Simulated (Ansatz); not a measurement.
Mg4TlF3 (Pmmm)

Method: DFT PBE, scalar-relativistic, plane waves, PAW in Ansatz.

Cutoff 420 eV; k points 12×12×4 on the computed 8-atom cell (Γ-centred); Gaussian smearing, width 0.10 eV; no spin polarisation.

The structure is relaxed at this level of theory with its symmetry kept, and needn't be the ground state of this composition.

```cif
data_structure
_symmetry_space_group_name_H-M 'Pmmm'
_symmetry_Int_Tables_number 47
_cell_length_a 2.9937
_cell_length_b 3.0440
_cell_length_c 16.6475
_cell_angle_alpha 90.000
_cell_angle_beta 90.000
_cell_angle_gamma 90.000
_cell_volume 151.70
loop_
_atom_site_label
_atom_site_type_symbol
_atom_site_symmetry_multiplicity
_atom_site_Wyckoff_symbol
_atom_site_fract_x
_atom_site_fract_y
_atom_site_fract_z
_atom_site_occupancy
Mg1 Mg 2 r 0.00000 0.50000 0.09772 1
Mg2 Mg 2 t 0.50000 0.50000 0.25972 1
Tl1 Tl 1 h 0.50000 0.50000 0.50000 1
F1 F 1 b 0.50000 0.00000 0.00000 1
F2 F 2 q 0.00000 0.00000 0.29586 1
```

| Quantity | Value |
| --- | --- |
| Space group | Pmmm (No. 47) |
| Volume per atom | 128.0 bohr³ |
| Formation energy from the elements' standard states (uncorrected) | -1.399 eV/atom |
| Kohn–Sham band gap | none (metal) |
| Density of states at the Fermi level | 2.3 states/eV per cell |
| Bader charge by site (e) | Mg (2 in the cell) 0.46, Mg (2 in the cell) 1.24, Tl (1 in the cell) -0.09, F (1 in the cell) -1.15, F (2 in the cell) -1.09 |

Spin-orbit coupling is left out, which matters for the bands of heavy elements. The cell holds layers, chains or molecules and no dispersion correction was added, so their binding is poorly described.

The cell was found from a structure generator's guess, not taken from experiment.
